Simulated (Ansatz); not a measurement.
CdSiN₂:
```yaml
crystal:
  lattice:
    - [1.44697, 0.83541, 5.46550]
    - [-1.44697, 0.83541, 5.46550]
    - [0.00000, -1.67082, 5.46550]
  atoms:
    - { symbol: Cd, position: [0.00000, 0.00000, 0.00000] }
    - { symbol: Si, position: [0.50000, 0.50000, 0.50000] }
    - { symbol: N, position: [0.77374, 0.77374, 0.77374] }
    - { symbol: N, position: [0.22626, 0.22626, 0.22626] }
```

Relaxed with PBEsol. Special points in fractions of this cell's reciprocal vectors: Γ (0.000, 0.000, 0.000); T (0.500, 0.500, 0.500); H2 (0.818, 0.182, 0.500); H0 (0.500, -0.182, 0.182); L (0.500, 0.000, 0.000); S0 (0.341, -0.341, 0.000); S2 (0.659, 0.000, 0.341); F (0.500, 0.000, 0.500).

Task: List the band energies nearest the valence-band maximum at these points for PBEsol (plane waves, PAW; program Ansatz).

Result: In eV from the valence-band maximum; about four levels below and three above (degenerate sets whole), none deeper than 8.9 eV; points with the same levels are listed once.

| k | below | above |
|---|---|---|
| Γ | -1.31 -1.31 -0.76 -0.76 | 1.26 5.45 6.98 |
| T | -1.54 -1.54 -0.55 -0.55 | 3.85 5.03 6.19 |
| H2 | -5.24 -4.00 -1.40 -1.39 | 4.26 4.87 6.09 |
| L | -3.34 -3.29 -2.43 -1.30 | 3.51 4.50 5.03 |
| S0 | -5.21 -4.06 -1.42 -1.40 | 4.25 5.45 5.66 |
| F | -3.75 -3.25 -0.69 -0.58 | 2.25 2.73 6.23 |

Space group R-3m. The start of the workflow was typed in or built on a structure type; neither database checked (COD, Materials Project) lists it. Its standing as an ambient phase is unchecked. Symmetry was held in the PBEsol relaxation; whether a distortion lowers the energy is not shown. Scalar-relativistic: spin–orbit coupling is off unless named, which matters more the heavier the elements.

Potentials: the earlier of the program's two PAW sets. The files were generated under PBE; for other functionals the program regenerates the frozen cores, and for LDA and PBEsol the local potential too.
